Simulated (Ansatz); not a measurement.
Relaxed-ion elastic tensor of MgCu₂ (cubic Laves (MgCu2 type), space group No. 227) in GPa (Voigt order), PBEsol (plane waves, PAW; program Ansatz); density 6.03 g/cm³, 13.90 Å³ per atom.

```csv
,1,2,3,4,5,6
1,148,83.2,83.2,0.0,0.0,0.0
2,83.2,148,83.2,0.0,0.0,0.0
3,83.2,83.2,148,0.0,0.0,0.0
4,0.0,0.0,0.0,51.7,0.0,0.0
5,0.0,0.0,0.0,0.0,51.7,0.0
6,0.0,0.0,0.0,0.0,0.0,51.7
```

### Question
Is the crystal mechanically stable?

### Answer
Yes: the smallest eigenvalue of C is 51.7 GPa.

### Question
Work out the Voigt, Reuss and Hill averages.

### Answer
K_V = 105, K_R = 105, K_H = 105; G_V = 44.1, G_R = 41.9, G_H = 43.0 GPa.

### Question
Give Young's modulus, Poisson's ratio, Pugh's ratio and the universal anisotropy index.

### Answer
E = 9KG/(3K + G) = 114 GPa; ν = 0.32; K/G = 2.44 (ductile by the Pugh limit of 1.75); A_U = 5G_V/G_R + K_V/K_R − 6 = 0.26.

### Question
Estimate the sound speeds and the Debye temperature.

### Answer
v_l = √((K + 4G/3)/ρ) = 5190 m/s, v_t = √(G/ρ) = 2670 m/s, mean 2990 m/s; Θ = (h/k)(3n/4πV)^(1/3) v_m = 370 K.

### Question
Give the Zener ratio and Young's modulus along [100], [110] and [111].

### Answer
A = 2C44/(C11 − C12) = 1.59; 1/E = S11 − 2(S11 − S12 − S44/2)Γ with Γ = 0, 1/4, 1/3 gives 88.7, 118, 133 GPa.

Space group Fd-3m (cubic Laves (MgCu2 type)). The workflow started from a Materials Project entry (that database holds measured and hypothetical structures alike); the Crystallography Open Database files this formula in space group No. 227, but the cells were not matched. Its standing as an ambient phase is unchecked. The PBEsol relaxation kept the symmetry of its start; of distortions, only those at the zone centre were tested. The run is not spin-polarised. As this level gives no gap, shear constants depend on the k-mesh and smearing (Fermi–Dirac, 0.1 eV here).

Potentials: the later of the program's two PAW sets.
